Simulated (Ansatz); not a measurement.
HfC (rock salt)

```yaml
crystal:
  lattice:
    - [0.00000, 4.64070, 4.64070]
    - [2.32035, 2.32035, 4.64070]
    - [2.32035, 2.32035, 0.00000]
  atoms:
    - { symbol: C, position: [0.00000, 0.00000, 0.00000] }
    - { symbol: C, position: [0.50000, 0.00000, 0.00000] }
    - { symbol: Hf, position: [0.00000, 0.50000, 0.50000] }
    - { symbol: Hf, position: [0.50000, 0.50000, 0.50000] }
```

The atoms are displaced by Q × the pattern below (from a DFPT mode at X = (0.5, 0.5, 0.0), largest move 1; Q in Å), at fixed cell. (q is in reciprocal vectors of the primitive cell; the cell shown is doubled to hold the pattern.)

```csv
atom,x,y,z
C1,0.000,0.000,1.000
C2,0.000,0.000,-1.000
Hf3,0.000,0.000,0.004
Hf4,0.000,0.000,-0.004
```

Calculation: r2SCAN (plane waves to 500 eV, PAW, scalar-relativistic; Ansatz, a quantum-chemistry and plane-wave program). k mesh 17×17×17 (Γ-centred), Fermi-Dirac smearing 0.05 eV. E stands for the smeared free energy. Compression counts positive. With partly filled bands, energies and forces of such displacements shift with the k mesh and the smearing. HfC is run without spin polarisation. HfC was relaxed with its symmetry unable to fall. Spin-orbit coupling is left out, though Hf is heavy. The zero of ΔE is the undisplaced structure.

```tsv
Q (Å)	P (GPa)	−dE/dQ from forces (eV/Å)	ΔE (meV/cell)
-0.100	0.9	3.111	?
-0.083	0.6	2.580	?
-0.067	0.4	2.056	?
-0.050	0.2	1.538	?
-0.033	0.1	1.023	17
-0.017	0.0	0.511	4
0.000	0.0	0.000	0
0.017	0.0	-0.511	4
0.033	0.1	-1.023	17
0.050	0.2	-1.538	?
0.067	0.4	-2.056	?
0.083	0.6	-2.580	?
0.100	0.9	-3.111	?
```

Task: Complete the blanks.

Result: 
- -0.100, ΔE (meV/cell): 154
- -0.083, ΔE (meV/cell): 107
- -0.067, ΔE (meV/cell): 68
- -0.050, ΔE (meV/cell): 38
- 0.050, ΔE (meV/cell): 38
- 0.067, ΔE (meV/cell): 68
- 0.083, ΔE (meV/cell): 107
- 0.100, ΔE (meV/cell): 154

(For displaced atoms, the force is minus the slope of the energy, and its curvature is a force constant, which sets phonon frequencies.)
